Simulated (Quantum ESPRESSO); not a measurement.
# Planted mistakes on one cell of GaZn2S3F

The results below are calculated, not measured. They come from pw.x of Quantum ESPRESSO 7.5, a plane-wave density functional program, with PseudoDojo standard norm-conserving files (v0.5 for PBE, v0.4.1 for LDA and PBEsol). The cells are made up: elements, strain and atom displacements were drawn at random, and nothing was relaxed. There is no spin polarisation, spin-orbit coupling or dispersion term.

The cell has 8 sites of a zincblende or diamond lattice. Sites 1 to 4 hold empty Ga Zn Zn; sites 5 to 8 hold S S S F. Cell vectors in Å: (5.092, 0.078, 0.014); (0.078, 5.188, -0.016); (0.014, -0.016, 5.107). Settings: PBE, cutoff 1143 eV, 4 x 4 x 4 k mesh shifted by half a step, Fermi-Dirac smearing of 0.025 eV.

The intended run has a self-consistency threshold of 1e-07 eV, a smearing term of 0.000 eV, a pressure of 5.11 GPa and 10 iterations. Each further run changes one thing: all lengths scaled by 1.0086; atoms of sites 2 and 4 exchanged; cutoff 593 eV; files of PBEsol; k mesh 2 x 2 x 2; one electron removed; smearing 0.59 eV; threshold 0.2 eV. A coarse mesh keeps the shift, and a charged cell sits in a uniform background.

```
run  change of free energy (eV)  smearing term -TS (eV)  change of P (GPa)  largest change of a force component (eV/Å)  iterations
  A                      -0.089                   0.000              -2.07                                       0.144          10
  B                       0.018                   0.000              -3.36                                       0.098           4
  C                      -0.339                  -1.130               0.78                                       0.244          10
  D                       0.026                   0.000              -0.05                                       0.702          10
  E                      11.675                   0.000              -3.41                                       0.123          10
  F                      72.647                   0.000            -403.60                                       0.275          10
  G                      -6.014                  -0.008             -15.32                                       0.449          12
  H                       0.128                   0.000               0.31                                       0.049          10
```

A rerun of the intended cell at 1437 eV and k mesh 6 x 6 x 6 moved values by no more than 0.002 eV in the cell's energy, 0.02 GPa in stress and 0.002 eV/Å in force.

Question: which change belongs to which run?

## Worked reading

Run B has the fewest iterations, as a run stopped early does. Run C has the largest smearing term, as wide smearing gives. Run F has a higher energy and the largest fall in pressure, as too small a basis gives. Run A changes the volume by a factor of 1.0260; minus its pressure change over the logarithm of that factor, 81 GPa, is a rough bulk modulus with clamped atoms. Energies from files of another functional, or of a charged cell, have another zero and say nothing on stability; the pressure of a charged cell rests on the program's zero of potential too.

## Key

```
run                            change
  A      all lengths scaled by 1.0086
  B                  threshold 0.2 eV
  C                  smearing 0.59 eV
  D  atoms of sites 2 and 4 exchanged
  E                   files of PBEsol
  F                     cutoff 593 eV
  G              one electron removed
  H                  k mesh 2 x 2 x 2
```